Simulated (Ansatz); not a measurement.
A distorted cell of MgB$_{2}$ (AlB2 type, space group P6/mmm):

```yaml
crystal:
  lattice:
    - [6.14864, 0.00000, 0.00000]
    - [-1.53716, 2.66244, 0.00000]
    - [3.07432, 0.00000, 3.52754]
  atoms:
    - { symbol: Mg, position: [0.00000, 0.00000, 0.00000] }
    - { symbol: Mg, position: [0.50000, 0.00000, 0.00000] }
    - { symbol: B, position: [0.91667, 0.60812, 0.50000] }
    - { symbol: B, position: [0.41667, 0.72522, 0.50000] }
    - { symbol: B, position: [0.08333, 0.39188, 0.50000] }
    - { symbol: B, position: [0.58333, 0.27478, 0.50000] }
```

Computed with PBE (plane waves to 420 eV, PAW, scalar-relativistic; Ansatz, a first-principles code). k mesh 17×17×17 (Γ-centred), Fermi-Dirac smearing 0.05 eV. Stress and pressure are positive under compression. With partly filled bands, energies and forces of such displacements shift with the k mesh and the smearing. MgB2 was relaxed with its symmetry unable to fall.

Q: What forces act on the atoms (eV/Å, Cartesian)?

A: 
```
atom      Fx      Fy     Fz
----  ------  ------  -----
Mg1    0.000   0.000  0.000
Mg2    0.000   0.000  0.000
B3    -4.853   2.764  0.000
B4    -0.033  -5.585  0.000
B5     4.853  -2.764  0.000
B6     0.033   5.585  0.000
```

Q: What is the stress tensor (GPa)?

A: 
```
   16.2     -3.4      0.0
   -3.4     20.2      0.0
    0.0      0.0     -0.1
```
The pressure, a third of the trace, is 12.1 GPa.

(For displaced atoms, the force is minus the slope of the energy, and its curvature is a force constant, which sets phonon frequencies.)
